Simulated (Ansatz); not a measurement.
The elements of this relaxed trial crystal are hidden behind letters.

```
lattice vectors (Å)
   4.3841    0.0000    0.0000
  -2.1921    3.7968    0.0000
   0.0000    0.0000    4.0923
fractional positions
X 0.6667 0.3333 0.0000
X 0.3333 0.6667 0.0000
X 0.0000 0.3417 0.5000
X 0.6583 0.6583 0.5000
X 0.3417 0.0000 0.5000
Z 0.0000 0.0000 0.0000
```

All numbers below come from Ansatz 0.2.0, DFT PBE, scalar-relativistic, plane waves, PAW. Plane waves to 420 eV, a 12×12×10 mesh through Γ for the 6-atom cell and 0.10 eV Gaussian smearing; collinear spin.

```
Space group                                 : P-62m (No. 189)
Conventional cell                           : a = 4.384 Å, c = 4.092 Å
Volume per atom                             : 11.35 Å³
Density                                     : 9.65 g/cm³
Formation energy                            : +0.10 eV/atom
Gap on the 12×12×10 mesh of the 6-atom cell : 0 eV (a metal)
Net moment per atom                         : 1.25 μB
```

Energies are uncorrected and count from the elements' standard states at the same level.

Question: X is a d-block element of period 4 and Z is a d-block element of period 5. Which elements are they?

Answer: X = Co, Z = Ru, so the formula is Co5Ru. Density times volume gives a mean mass of 9.65 × 11.35/1.6605 = 66.0 u per atom, and this set has 66.0 u. Co on a site of symmetry -6 has 9 Co at 2.50–2.53 Å and 3 Ru at 2.53 Å; Co on a site of symmetry m2m is surrounded by 10 Co at 2.50–2.59 Å and 2 Ru at 2.54 Å; Ru is surrounded by 12 Co at 2.53–2.54 Å. Other sets within the hints have nearly the same mass, so mass alone doesn't settle it; this one was computed.

Another magnetic order may lie lower. Symmetry constrained the relaxation, so the result can be a saddle point.
